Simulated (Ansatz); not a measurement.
Calculated quadrupolar parameters for SiO2 under strain

The cell is a structure deposited in the COD, relaxed with PBE at fixed cell and then changed (z compressed by 3 %, ions relaxed).

```cif
data_structure
_symmetry_space_group_name_H-M 'P 1'
_symmetry_Int_Tables_number 1
_cell_length_a 4.1667
_cell_length_b 4.1667
_cell_length_c 2.5846
_cell_angle_alpha 90.000
_cell_angle_beta 90.000
_cell_angle_gamma 90.000
_cell_volume 44.87
loop_
_atom_site_label
_atom_site_type_symbol
_atom_site_fract_x
_atom_site_fract_y
_atom_site_fract_z
_atom_site_occupancy
Si1 Si 0.00000 0.00000 0.00000 1
Si2 Si 0.50000 0.50000 0.50000 1
O3 O 0.30489 0.30489 0.00000 1
O4 O 0.19511 0.80489 0.50000 1
O5 O 0.69511 0.69511 0.00000 1
O6 O 0.80489 0.19511 0.50000 1
```

Atoms are numbered from 1 in the order listed; like atoms form one site, named after its first atom.

The numbers come from a DFT calculation in Ansatz (PBE, plane waves and PAW, scalar-relativistic, 420 eV cutoff, Γ-centred 7×7×11 k-points, Fermi–Dirac smearing 0.02 eV).

Conventions: |V_zz| ≥ |V_yy| ≥ |V_xx|, η = (V_xx − V_yy)/V_zz, C_Q = eQV_zz/h.

17O: I = 5/2, Q = -25.58 mb. Quadrupole moments are those of Pyykkö's year-2017 table.

| site | atoms (order as listed) | first shell | V_zz (10²¹ V/m²) | η | C_Q (MHz) |
| --- | --- | --- | --- | --- | --- |
| Si | 1, 2 | 6 O at 1.73–1.80 Å | 2.58 | 0.20 | – |
| O | 3, 4, 5, 6 | 3 Si at 1.73–1.80 Å | -10.65 | 0.28 | 6.59 |

At O V_zz stands upright on the plane through its three neighbours (within 1°).

Si has no stable isotope with a ground-state quadrupole moment in the table, so no C_Q is given.

At this changed cell the PBE pressure is 25 GPa.

The relaxation (3 steps) took 6.5 s of wall time (5.8 s of CPU time) and 0.41 GiB at its peak, on 1 thread of Intel Xeon 6975P-C (Granite Rapids) (x86_64; 16 cores open to the job, memory cap 3.0 GiB, no GPU), a shared host with a load of 0.5 a core.
